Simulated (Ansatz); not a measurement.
Simulated (Ansatz). Plane-wave DFT: natural occupations of the f shells on orthogonalised atomic orbitals at the end of the run, rising, by spin; atoms or cell relaxed as the task says.

```
cell
1.0
    -2.6148   -2.6148    5.7316
    -2.6148   -2.6148   -5.7316
     5.2296   -5.2296    0.0000
La Gd Ge Mo O
3 1 2 2 16
Direct
  0.5054 0.0043 0.2540
  0.9998 0.9972 0.5013
  0.5023 0.5009 0.0015
  0.9982 0.5014 0.7462
  0.5006 0.0038 0.7479
  0.0012 0.5003 0.2492
  0.0003 0.0073 0.0064
  0.4944 0.5064 0.5006
  0.3778 0.0541 0.5476
  0.8727 0.5492 0.0476
  0.9516 0.6231 0.4499
  0.4486 0.1186 0.9529
  0.2108 0.3775 0.5491
  0.7100 0.8741 0.0505
  0.6252 0.7946 0.4502
  0.1259 0.2882 0.9483
  0.1319 0.9672 0.2065
  0.6363 0.4692 0.7063
  0.0361 0.8730 0.7925
  0.5305 0.3661 0.2936
  0.7947 0.1178 0.7125
  0.2925 0.6178 0.2085
  0.8815 0.2070 0.2884
  0.3857 0.7067 0.7853
```

Starting moments (μB): Gd 7; others 0.

- cell charge: 0 e
- spin: collinear
- scf start: atoms
- lower state search: off
- functional: PBEsol
- wave cutoff: 420 eV
- k mesh: 4, 4, 2
- k shift: 0, 0, 0 mesh steps
- gaussian smearing: 0.02 eV
- task: relax cell and atoms

Task: How are the f shells occupied at the end?

Result: 

```
shell atom  shell element  shell spin  shell occupation 1 (e)  shell occupation 2 (e)  shell occupation 3 (e)  shell occupation 4 (e)  shell occupation 5 (e)  shell occupation 6 (e)  shell occupation 7 (e)
         2             Gd          up                       1                       1                       1                       1                       1                       1                       1
         2             Gd        down                    0.01                    0.01                    0.01                    0.02                    0.02                    0.02                    0.03
```

Caveats: Gd without a U keeps its half-filled shell, but its 4f levels lie too near the Fermi level; occupations loosely converged; open f or d shells may hold a state above the lowest.
